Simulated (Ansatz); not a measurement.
A crystal relaxed with r2SCAN in the plane-wave code Ansatz has space group I-42m (No. 121) and a = 5.780 Å, c = 11.538 Å.

```json
{"atom": "Xx", "site": "4d", "x": "0.0000", "y": "0.5000", "z": "0.2500"}
{"atom": "As", "site": "8i", "x": "0.2374", "y": "0.7626", "z": "0.3702"}
{"atom": "Xx", "site": "2b", "x": "0.5000", "y": "0.5000", "z": "0.0000"}
{"atom": "In", "site": "2a", "x": "0.0000", "y": "0.0000", "z": "0.0000"}
```

r2SCAN gives a direct gap of 0.63 eV at Γ. With HSE06 the gap is 0.99 eV and direct, at Γ. Meshes: r2SCAN 6×6×6, HSE06 4×4×4.

Q: Which element is Xx?
A. Ga
B. Al
C. B
D. Tl

A: A. Xx is Ga: InGa3As4 as one 8-atom ordering (I-42m) on the zincblende lattice. Ga has 4 As at 2.47 Å; As has 3 Ga at 2.45–2.47 Å and 1 In at 2.62 Å; Ga has 4 As at 2.45 Å; In has 4 As at 2.62 Å.

The calculation is spin-unpolarised, and the structure need not be a phase that has been made.

Spin-orbit coupling is left out, which matters wherever the heavy atoms make up the band edges.
